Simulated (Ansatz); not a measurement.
input.yaml

```yaml
crystal:
  lattice:
    - [0.0, 6.1489219359, 6.1489219359]
    - [6.1489219359, 0.0, 6.1489219359]
    - [6.1489219359, 6.1489219359, 0.0]
  atoms:
    - { symbol: K, position: [0.5, 0.5, 0.5] }
    - { symbol: Cs, position: [0.75, 0.75, 0.75] }
    - { symbol: Cs, position: [0.25, 0.25, 0.25] }
    - { symbol: Sc, position: [0.0, 0.0, 0.0] }
    - { symbol: I, position: [0.7679519578, 0.2320480422, 0.2320480422] }
    - { symbol: I, position: [0.2320480422, 0.2320480422, 0.7679519578] }
    - { symbol: I, position: [0.2320480422, 0.7679519578, 0.7679519578] }
    - { symbol: I, position: [0.2320480422, 0.7679519578, 0.2320480422] }
    - { symbol: I, position: [0.7679519578, 0.2320480422, 0.7679519578] }
    - { symbol: I, position: [0.7679519578, 0.7679519578, 0.2320480422] }
basis:
  ecutwfc: 500
kpoints:
  mp_grid: { grid: [4, 4, 4] }
hamiltonian:
  xc: r2scan
scf:
  occupations: { method: gaussian, width: 0.02 }
output:
  forces: true
  stress: true
  eigenvalues: true
relax:
  adjacent_minimum: "off"
  f_tol: 0.01
  max_steps: 30
```

Launched with
```bash
ansatz run input.yaml --threads 2 --pin off --max-ram 5120MiB --backend cpu --events-out ev --progress --plain --runs-dir out
```

Theory: DFT r2SCAN, scalar-relativistic, plane waves, PAW (Ansatz 0.2.0).

Abridged output:

```
Warning: output.stress: scf.convergence.dr2_threshold = 1e-7 eV (the SCF's general default) is looser than the 1e-9 eV advised for a printed stress (1e-10 eV for each atom of the cell: 10). ...
Pseudopotentials: kind: paw
Pseudopotential: K, paw, valence charge 9, recommended cutoff 500 eV (meta_gga)
Pseudopotential: Cs, paw, valence charge 9, recommended cutoff 500 eV (meta_gga)
Pseudopotential: Sc, paw, valence charge 11, recommended cutoff 500 eV (meta_gga)
Pseudopotential: I, paw, valence charge 17, recommended cutoff 500 eV (meta_gga)
Functional definition: r2SCAN
Crystal: 10 atoms, lattice volume = 464.972 Å³
Basis set: ecut = 500 eV, 11791 PW (Γ), exchange–correlation on 256×256×256 points (64 copies of the dense FFT grid, shifted against one another)
Bands: 84, of which v1, the nominal top of the filled ones, is band 70 counted from 1 (69 counted from 0)
Symmetry: 48 space group operations
Space group: Fm-3m (ITA 225), of the structure as read, at distance tolerance 7.7e-5 Å
k-points: 8 of 64
Initial density: superposition of atomic densities (neutral atoms: chi_scale 0, normalization atom), corrected by the library's trained network
Initial wavefunctions: pseudopotential atomic-orbital guess
Functional: x = r2scan, c = r2scan; τ floored in thin density (d = 2e-4 eV/Å³)
SCF iter   1: F=—  HF=-60239.411667 eV  |F-HF|=—  |Δ(HF+E_count)|=         —  Δρ=4.52e-3  dr2=2.32e-1  dr2_τ=8.44e-3  ethr=1.77e-3  ⟨swp⟩=8.2  Hψ=2870  notcnv=0  defer=9
SCF iter   2: F=—  HF=-60239.440195 eV  |F-HF|=—  |Δ(HF+E_count)|=   2.85e-2  Δρ=1.68e-3  dr2=1.92e-2  dr2_τ=3.33e-3  ethr=1.66e-4  ⟨swp⟩=4.0  Hψ=1395  notcnv=0  defer=71
SCF iter   3: F=—  HF=-60239.439090 eV  |F-HF|=—  |Δ(HF+E_count)|=   1.10e-3  Δρ=7.98e-4  dr2=2.41e-3  dr2_τ=1.43e-4  ethr=1.37e-5  ⟨swp⟩=4.0  Hψ=1065  notcnv=0  defer=71
SCF iter   4: F=—  HF=-60239.439791 eV  |F-HF|=—  |Δ(HF+E_count)|=   7.01e-4  Δρ=2.34e-4  dr2=1.91e-4  dr2_τ=2.04e-5  ethr=1.72e-6  ⟨swp⟩=2.0  Hψ=1016  notcnv=0  defer=71
SCF iter   5: F=—  HF=-60239.439884 eV  |F-HF|=—  |Δ(HF+E_count)|=   9.34e-5  Δρ=4.82e-5  dr2=1.08e-5  dr2_τ=9.96e-7  ethr=1.36e-7  ⟨swp⟩=2.5  Hψ=1111  notcnv=0  defer=71
SCF iter   6: F=-60239.439890 eV  HF=-60239.439890 eV  |F-HF|=3.89e-7  |Δ(HF+E_count)|=   5.64e-6  Δρ=1.17e-5  dr2=7.96e-7  dr2_τ=3.72e-8  ethr=1.79e-9  ⟨swp⟩=16.5  Hψ=3718  notcnv=0
SCF 1 converged in 6 iterations: F = -60239.439890 eV  dr2 = 7.96e-7
relax step   1: F+E_penalty+E_count = -60239.43989023 eV  Δ(F+E_penalty+E_count) = +0.000e0 eV  max|allowed force component| = 1.349e-1 eV/Å  Δτ_max = 0.0000 Å  (6 SCF iters, dr2 threshold 2.50e-6 eV, accepted)
Initial density: handed on by an earlier stage of this run
Initial wavefunctions: those handed on with the density
SCF iter   1: F=—  HF=-60239.443292 eV  |F-HF|=—  |Δ(HF+E_count)|=         —  Δρ=7.85e-4  dr2=3.07e-3  dr2_τ=1.43e-2  ethr=1.97e-6  ⟨swp⟩=3.0  Hψ=1908  notcnv=0  defer=71
SCF iter   2: F=—  HF=-60239.445569 eV  |F-HF|=—  |Δ(HF+E_count)|=   2.28e-3  Δρ=4.04e-4  dr2=3.04e-4  dr2_τ=2.19e-5  ethr=1.97e-6  ⟨swp⟩=2.0  Hψ=1202  notcnv=0  defer=71
SCF iter   3: F=—  HF=-60239.445815 eV  |F-HF|=—  |Δ(HF+E_count)|=   2.46e-4  Δρ=1.55e-4  dr2=6.09e-5  dr2_τ=2.44e-6  ethr=2.17e-7  ⟨swp⟩=2.0  Hψ=905  notcnv=0  defer=71
SCF iter   4: F=—  HF=-60239.445819 eV  |F-HF|=—  |Δ(HF+E_count)|=   4.25e-6  Δρ=3.33e-5  dr2=9.52e-6  dr2_τ=4.50e-7  ethr=4.35e-8  ⟨swp⟩=2.0  Hψ=660  notcnv=0  defer=71
SCF iter   5: F=-60239.445819 eV  HF=-60239.445819 eV  |F-HF|=1.02e-7  |Δ(HF+E_count)|=   6.05e-7  Δρ=7.64e-6  dr2=2.67e-7  dr2_τ=9.95e-9  ethr=8.13e-10  ⟨swp⟩=14.2  Hψ=3973  notcnv=0
SCF 2 converged in 5 iterations: F = -60239.445819 eV  dr2 = 2.67e-7
relax step   2: F+E_penalty+E_count = -60239.44581899 eV  Δ(F+E_penalty+E_count) = -5.929e-3 eV  max|allowed force component| = 2.603e-2 eV/Å  Δτ_max = 0.0182 Å  (5 SCF iters, dr2 threshold 1.14e-6 eV, accepted)
SCF iter   1: F=—  HF=-60239.445784 eV  |F-HF|=—  |Δ(HF+E_count)|=         —  Δρ=1.28e-4  dr2=8.03e-5  dr2_τ=3.73e-4  ethr=5.74e-7  ⟨swp⟩=3.0  Hψ=1161  notcnv=0  defer=71
SCF iter   2: F=—  HF=-60239.446051 eV  |F-HF|=—  |Δ(HF+E_count)|=   2.66e-4  Δρ=6.49e-5  dr2=7.72e-6  dr2_τ=6.56e-7  ethr=5.74e-8  ⟨swp⟩=2.0  Hψ=1080  notcnv=0  defer=71
SCF iter   3: F=—  HF=-60239.446051 eV  |F-HF|=—  |Δ(HF+E_count)|=   6.61e-7  Δρ=2.66e-5  dr2=1.91e-6  dr2_τ=7.16e-8  ethr=5.51e-9  ⟨swp⟩=2.0  Hψ=969  notcnv=0  defer=71
SCF iter   4: F=—  HF=-60239.446051 eV  |F-HF|=—  |Δ(HF+E_count)|=   2.74e-8  Δρ=6.39e-6  dr2=1.74e-7  dr2_τ=1.12e-8  ethr=1.36e-9  ⟨swp⟩=2.0  Hψ=655  notcnv=0  defer=71
SCF iter   5: F=-60239.446051 eV  HF=-60239.446051 eV  |F-HF|=9.60e-10  |Δ(HF+E_count)|=   6.88e-9  Δρ=9.60e-7  dr2=3.99e-9  dr2_τ=1.73e-10  ethr=7.14e-11  ⟨swp⟩=12.9  Hψ=3027  notcnv=0
SCF 3 converged in 5 iterations: F = -60239.446051 eV  dr2 = 3.99e-9
relax step   3: F+E_penalty+E_count = -60239.44605115 eV  Δ(F+E_penalty+E_count) = -2.322e-4 eV  max|allowed force component| = 2.377e-4 eV/Å  Δτ_max = 0.0030 Å  (5 SCF iters, accepted)
SCF iter   1: F=—  HF=-60239.446051 eV  |F-HF|=—  |Δ(HF+E_count)|=         —  Δρ=9.60e-7  dr2=4.00e-9  dr2_τ=1.73e-10  ethr=2.83e-12  ⟨swp⟩=1.0  Hψ=1880  notcnv=0
SCF iter   2: F=-60239.446051 eV  HF=-60239.446051 eV  |F-HF|=6.84e-10  |Δ(HF+E_count)|=   1.07e-9  Δρ=5.72e-7  dr2=1.21e-9  dr2_τ=5.87e-11  ethr=2.83e-12  ⟨swp⟩=3.0  Hψ=1558  notcnv=0
SCF 4 converged in 2 iterations: F = -60239.446051 eV  dr2 = 1.21e-9
SCF converged after 2 iterations
Free energy (F): -60239.446051 eV
Harris-Foulkes:  -60239.446051 eV  (|F-HF|=6.84e-10)
Internal energy: -60239.446051 eV  (E = F + TS)
E sigma→0 (E₀):  -60239.446051 eV
Fermi energy:    4.581986 eV
--- Per-component energies (eV) ---
  E_band       = -2979.537248
  E_kinetic    = 1931.779019
  E_local      = -16742.152621  (includes V_loc(G=0)·N_el)
  E_nonlocal   = -390.705436
  E_hartree    = 8169.643363
  E_xc         = -1286.839459
  E_vxc        = -1444.565635  (∫ρ·V_xc dr)
  E_paw        = -40973.532966  (= ΣΔE_a)
  E_vpaw       = -2756.755480  (= ΣTr[D̂ρ^β])
  E_aug_tail   = -0.000180  (compensation charges beyond the density's cutoff)
  E_vtau       = 83.577804  (kinetic-family band-sum trace: ∫τ·v_τ [+ j·A + Jᵃ·Aᵃ] dr)
  E_ewald      = -10947.741171
  E_core_change = 0.103399  (= ΣΔE_core)
  E_smearing   =  0.000000  (= −TS)
--- Forces (eV/Å), atoms counted from 1 ---
  atom   1  K      0.00000000     0.00000000     0.00000000
  atom   2  Cs     0.00000000     0.00000000     0.00000000
  atom   3  Cs     0.00000000     0.00000000     0.00000000
  atom   4  Sc     0.00000000     0.00000000     0.00000000
  atom   5  I     -0.00024915     0.00000000     0.00000000
  atom   6  I      0.00000000     0.00000000    -0.00024915
  atom   7  I      0.00024915     0.00000000     0.00000000
  atom   8  I      0.00000000    -0.00024915     0.00000000
  atom   9  I      0.00000000     0.00024915     0.00000000
  atom  10  I      0.00000000     0.00000000     0.00024915
--- Stress (GPa, compression-positive) ---
        0.421371       0.000000       0.000000
        0.000000       0.421371       0.000000
        0.000000       0.000000       0.421371
  P = ⅓ Tr σ = 0.4214 GPa (4.214 kbar)
--- Band table (eV; the first three rows and the last of 8) ---
  k-point 0: bands = ["-48.3130", "-41.0898", "-41.0898", "-41.0898", "-41.0894", "-41.0894", "-41.0892", "-41.0626", "-41.0626", "-41.0626", "-41.0620", "-41.0620", "-41.0620", "-41.0619", "-41.0619", "-41.0619", "-41.0613", "-41.0613", "-41.0613", "-41.0113", "-41.0111", "-41.0111", "-41.0111", "-41.0110", "-41.0110", "-41.0102", "-41.0102", "-41.0100", "-41.0100", "-41.0100", "-41.0097", "-26.7879", "-25.9077", "-25.9077", "-25.9077", "-18.0034", "-18.0020", "-9.6436", "-9.6436", "-9.6436", "-8.5787", "-8.0518", "-8.0518", "-8.0518", "-8.0256", "-8.0256", "-4.4670", "-4.4670", "-4.4670", "-4.4426", "-4.4426", "-4.4426", "-0.0413", "1.1208", "1.1208", "1.1208", "1.2779", "1.2779", "1.2779" ...
  k-point 1: bands = ["-48.3130", "-41.0898", "-41.0898", "-41.0898", "-41.0894", "-41.0894", "-41.0892", "-41.0625", "-41.0625", "-41.0625", "-41.0621", "-41.0620", "-41.0620", "-41.0619", "-41.0619", "-41.0618", "-41.0614", "-41.0614", "-41.0614", "-41.0113", "-41.0111", "-41.0111", "-41.0111", "-41.0110", "-41.0110", "-41.0102", "-41.0102", "-41.0100", "-41.0100", "-41.0100", "-41.0097", "-26.7879", "-25.9077", "-25.9077", "-25.9077", "-18.0032", "-18.0022", "-9.6506", "-9.6426", "-9.6426", "-8.5165", "-8.1224", "-8.0929", "-8.0929", "-7.9875", "-7.9875", "-4.4590", "-4.4590", "-4.4469", "-4.4416", "-4.4416", "-4.4316", "0.1278", "1.0048", "1.2073", "1.2073", "1.2939", "1.3541", "1.3541", ...
  k-point 2: bands = ["-48.3130", "-41.0898", "-41.0898", "-41.0898", "-41.0894", "-41.0894", "-41.0892", "-41.0625", "-41.0625", "-41.0625", "-41.0621", "-41.0620", "-41.0620", "-41.0619", "-41.0619", "-41.0618", "-41.0614", "-41.0614", "-41.0614", "-41.0113", "-41.0111", "-41.0111", "-41.0111", "-41.0110", "-41.0110", "-41.0102", "-41.0102", "-41.0101", "-41.0101", "-41.0100", "-41.0097", "-26.7879", "-25.9077", "-25.9077", "-25.9077", "-18.0027", "-18.0026", "-9.6574", "-9.6416", "-9.6416", "-8.4175", "-8.2297", "-8.1150", "-8.1150", "-7.9683", "-7.9683", "-4.4471", "-4.4471", "-4.4445", "-4.4445", "-4.4243", "-4.4231", "0.3599", "0.8458", "1.3419", "1.3419", "1.3755", "1.4170", "1.4170", ...
  k-point 7: bands = ["-48.3130", "-41.0898", "-41.0898", "-41.0898", "-41.0894", "-41.0894", "-41.0892", "-41.0625", "-41.0625", "-41.0624", "-41.0620", "-41.0620", "-41.0620", "-41.0619", "-41.0619", "-41.0619", "-41.0615", "-41.0614", "-41.0614", "-41.0112", "-41.0111", "-41.0111", "-41.0111", "-41.0110", "-41.0110", "-41.0102", "-41.0102", "-41.0100", "-41.0100", "-41.0100", "-41.0097", "-26.7879", "-25.9077", "-25.9077", "-25.9077", "-18.0026", "-18.0026", "-9.6471", "-9.6445", "-9.6445", "-8.4674", "-8.1924", "-8.0643", "-8.0597", "-8.0597", "-7.9842", "-4.4375", "-4.4375", "-4.4331", "-4.4320", "-4.4292", "-4.4287", "0.4052", "0.9891", "1.3153", "1.3153", "1.3528", "1.3528", "1.4393", ...
--- Relaxed structure (3 steps of the walk, 3 accepted, 0 SCFs on fresh bases) ---
  F+E_penalty+E_count = -60239.44605115 eV   max|allowed force component| = 2.377e-4 eV/Å
  atoms:
    - { symbol: K, position: [0.5, 0.5, 0.5] }
    - { symbol: Cs, position: [0.75000000, 0.75000000, 0.75000000] }
    - { symbol: Cs, position: [0.25, 0.25, 0.25] }
    - { symbol: Sc, position: [0.0, 0.0, 0.0] }
    - { symbol: I, position: [0.76670827, 0.23329172, 0.23329172] }
    - { symbol: I, position: [0.23329172, 0.23329172, 0.76670827] }
    - { symbol: I, position: [0.23329172, 0.76670827, 0.76670827] }
    - { symbol: I, position: [0.23329172, 0.76670827, 0.23329172] }
    - { symbol: I, position: [0.76670827, 0.23329172, 0.76670827] }
    - { symbol: I, position: [0.76670827, 0.76670827, 0.23329172] }
```

The relaxation met its thresholds.

The run took 2 min on 2 threads of AMD EPYC (Zen 3) (shared host), peak memory 2.1 GiB.